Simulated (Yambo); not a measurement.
Yambo run on K$_{2}$TiF$_{6}$ (space group P-3m1, No. 164). The wavefunctions are norm-conserving PBEsol (Quantum ESPRESSO, 84 Ry, without SOC) ones on a 3×3×2 mesh (36 occupied bands); a = b = 5.685 Å, c = 4.590 Å, α = β = 90.00°, γ = 120.00°.

Yambo input:

```
rim_cut
gw0
dyson
el_el_corr
HF_and_locXC
cohsex
em1s
RandQpts= 1000000
RandGvec= 1 Ry
EXXRLvcs= 84 Ry
VXCRLvcs= 336 Ry
Chimod= "HARTREE"
% BndsRnXs
 2 | 198 |
%
NGsBlkXs= 7 Ry
% LongDrXs
 1.0 | 1.0 | 1.0 |
%
ExtendOut
% QPkrange
 1 | 1 | 36 | 37 |
%
```

k points by index: 1 = Γ.

The o-*.qp file then holds:

```
#    K-point    Band    Eo [eV]    E [eV]    E-Eo [eV]    Vxc [eV]    Vnlxc [eV]    Sc|Eo [eV]    Re(Z)    Im(Z)
#
    1    36    0.000000    -3.658941    -3.658941    -22.76595    -30.49042    4.065536    1.000000    0.000000
    1    37    4.980171    6.898292    1.918120    -21.24885    -12.97687    -6.353857    1.000000    0.000000
```
(The two width columns are left out.) Convergence of these settings isn't established.

Geometry of the Materials Project entry, not relaxed at this level.
